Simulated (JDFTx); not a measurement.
Reference run:

```yaml
surface: Au(100)
bulk: Au, Fm-3m, lattice of mp-81 (not re-optimised)
slab: 5 atoms in 5 planes, 1x1, 8.3 Å between the outermost planes
in-plane cell: 2.950 × 2.950 Å, 8.70 Å²
cell_height: 24.3 Å
sampling: 8×8×1 k mesh, Fermi smearing 0.01 Ha, no spin polarisation
```

The reference is PBE, GBRV ultrasoft potentials, plane waves to 20/100 Ha; code: a modified build of JDFTx. Unrelaxed; liquid: CANDLE, water, 1 M NaCl. SHE scale: U = −μ/e − 4.44 V, by convention.

Settings tried: 3×3×1; 4×4×1; 6×6×1; 8×8×1; 12×12×1; 18×18×1.

Problem. Which is the cheapest setting from which the work function and U_pzc both stay within 0.03 (eV, V) of the last one?

Solution. 8×8×1, at roughly 0.3 of the last row's time. Over the whole series the work function spans 0.13 eV and U_pzc 0.14 V.

| k mesh | work function (eV) | U_pzc (V) | k states × plane waves | cycles, vacuum run | rough core time, vacuum run |
|---|---|---|---|---|---|
| 3×3×1 | 5.22 | 0.52 | 3 × 6094 | 18 | 2 min |
| 4×4×1 | 5.12 | 0.41 | 6 × 6097 | 19 | 3 min |
| 6×6×1 | 5.08 | 0.38 | 10 × 6097 | 18 | 4 min |
| 8×8×1 | 5.11 | 0.41 | 15 × 6096 | 18 | 5 min |
| 12×12×1 | 5.12 | 0.42 | 28 × 6096 | 19 | 8 min |
| 18×18×1 | 5.12 | 0.42 | 55 × 6093 | 19 | 20 min |

The times are rough (shared hosts); only ratios past two mean anything.
